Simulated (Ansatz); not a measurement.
## Ansatz run, MoH$_{2}$

The input, for Ansatz 0.2.0 (plane waves, PAW):

```yaml
crystal:
  lattice:
    - [-1.588605, 1.588605, 2.122949]
    - [1.588605, -1.588605, 2.122949]
    - [1.588605, 1.588605, -2.122949]
  atoms:
    - { symbol: H, position: [0.75, 0.25, 0.5] }
    - { symbol: H, position: [0.25, 0.75, 0.5] }
    - { symbol: Mo, position: [0.0, 0.0, 0.0] }
  symmetry: { tolerance: 0.0003 }
kpoints:
  mp_grid: { grid: [13, 13, 13], shift: [0, 0, 0] }
  band_path:
    path:
      - [0.0, 0.0, 0.0]
      - [0.0, 0.0, 0.5]
      - [0.25, 0.25, 0.25]
      - [0.0, 0.5, 0.0]
      - [0.0, 0.0, 0.0]
      - [0.5, 0.5, -0.5]
      - [0.38998862, 0.61001138, -0.38998862]
      - [-0.38998862, 0.38998862, 0.38998862]
      - [0.0, 0.0, 0.0]
      - [0.0, 0.0, 0.5]
      - [-0.27997724, 0.27997724, 0.5]
    npoints: 6
magnetization:
  spin_polarized: false
scf:
  occupations: { method: fermi_dirac }
  lower_state_search: "off"
  max_iter: 200
hamiltonian:
  pseudopotentials: { kind: paw }
  xc: pbe
basis:
  ecutwfc: 420
  fft_grid_basis: typed
output:
  forces: true
  stress: true
  eigenvalues: true
  bader: true
  populations: true
  elf: true
  write_potential: true
  volumetric_format: npy
  dos:
    e_range: [-12, 8]
    de: 0.05
    projected: { site_lists: { H: [H], Mo: [Mo] } }
checkpoint:
  read: saved_state
```

The run starts from an earlier solution of this cell. 

Parts of the output:

```
Pseudopotentials: kind: paw
Pseudopotential: H, paw, valence charge 1, recommended cutoff 420 eV (normal), H.paw.azcp
Pseudopotential: Mo, paw, valence charge 14, recommended cutoff 420 eV (normal), Mo.paw.azcp
Functional definition: PBE
  exchange = pbe_x(kappa = kappa, mu = beta*pi^2/3)
  correlation = pbe_c(beta = beta)
Crystal: 3 atoms, lattice volume = 21.430 Å³
Basis set: ecut = 420 eV, 403 PW (Γ), exchange–correlation on 48×48×48 points (8 copies of the dense FFT grid, shifted against one another)
Bands: 12, of which v1, the nominal top of the filled ones, is band 8 counted from 1 (7 counted from 0)
Symmetry: 16 space group operations
Space group: I4/mmm (ITA 139), of the structure as read, at distance tolerance 8.3e-4 Å
k-points: 196 of 2197
Initial density: read from a saved state, or passed on in memory by an earlier SCF of this step, an earlier step, the calling program or the single point that the run made first
Functional: x = pbe(κ = 0.804, μ = 0.2195), c = pbe(β = 0.0667)
SCF iter   1: F=—  Δρ=1.64e-3  dr2=1.52e-4
SCF iter   2: F=—  Δρ=7.88e-4  dr2=2.86e-5
SCF iter   3: F=—  Δρ=9.76e-5  dr2=8.65e-7
SCF iter   4: F=-4987.5554 eV  Δρ=1.97e-5  dr2=6.92e-8
Free energy (F): -4987.5554 eV
Harris-Foulkes:  -4987.5554 eV  (|F-HF|=4.22e-8)
Internal energy: -4987.5097 eV  (E = F + TS)
E sigma→0 (E₀):  -4987.5326 eV
Entropy (-TS):   -0.0457 eV (-15.236 meV/atom)
Fermi energy:    16.6028 eV
--- Stress (GPa, compression-positive) ---
       -2.7666       0.0000       0.0000
        0.0000      -2.7666       0.0000
        0.0000       0.0000       6.9585
  P = ⅓ Tr σ = 0.4751 GPa (4.751 kbar)
--- Löwdin populations: 3 sites ---
  site symbol       q [e]
     0      H      1.0818
     1      H      1.0818
     2     Mo     13.7798
  spilling = 0.0035 (of n_electrons = 16.0000)
```

Origin: a known structure type with other elements, at an estimated volume, so it need not be a known compound.
